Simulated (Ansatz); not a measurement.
**Is this CaIrC4N4 structure a true minimum?**

The cell was found from a structure generator's guess, not taken from experiment.

Theory: DFT PBE, scalar-relativistic, plane waves, PAW in Ansatz 0.2.0. Cutoff 420 eV; k points 4×4×4 on the computed 10-atom cell (Γ-centred); Gaussian smearing, width 0.02 eV; collinear spin from starting moments 0.0 1.4 0.0 0.0 0.0 0.0 0.0 0.0 0.0 0.0 μB.

The cell below (10 atoms, space group P-43m (No. 215)) is relaxed within its symmetry.

```cif
data_structure
_symmetry_space_group_name_H-M 'P 1'
_symmetry_Int_Tables_number 1
_cell_length_a 6.5626
_cell_length_b 6.5626
_cell_length_c 6.5626
_cell_angle_alpha 90.000
_cell_angle_beta 90.000
_cell_angle_gamma 90.000
_cell_volume 282.64
loop_
_atom_site_label
_atom_site_type_symbol
_atom_site_fract_x
_atom_site_fract_y
_atom_site_fract_z
_atom_site_occupancy
Ca1 Ca 0.00000 0.00000 0.00000 1
Ir1 Ir 0.50000 0.50000 0.50000 1
C1 C 0.21956 0.21956 0.21956 1
C2 C 0.21956 0.78044 0.78044 1
C3 C 0.78044 0.21956 0.78044 1
C4 C 0.78044 0.78044 0.21956 1
N1 N 0.32290 0.32290 0.32290 1
N2 N 0.32290 0.67710 0.67710 1
N3 N 0.67710 0.32290 0.67710 1
N4 N 0.67710 0.67710 0.32290 1
```

For the test it was strained at random (σ = 1.5 % a component), the atoms were moved at random (σ = 0.15 Å), and all was relaxed again on a coarse 2×2×2 mesh (in the run’s order of axes) with 0.10 eV smearing, with no symmetry imposed.

Spin–orbit coupling, which can matter for Ir, is left out. The magnetic state reached may not be the lowest.

Q: What happens?

A: It returns, within 1 meV/atom of the unmoved cell on that mesh and with the same symmetry when read at 0.1 Å (P1 at 0.01 Å, so small strains and shifts remain). So it is stable against the distortions that fit this cell and that this random move excites. Modes that don't fit the cell aren't tested. Another cell of CaIrC4N4 relaxed alike, in P4/mmm, lies 0.50 eV/atom lower, so this cell isn't the stable form at this level.
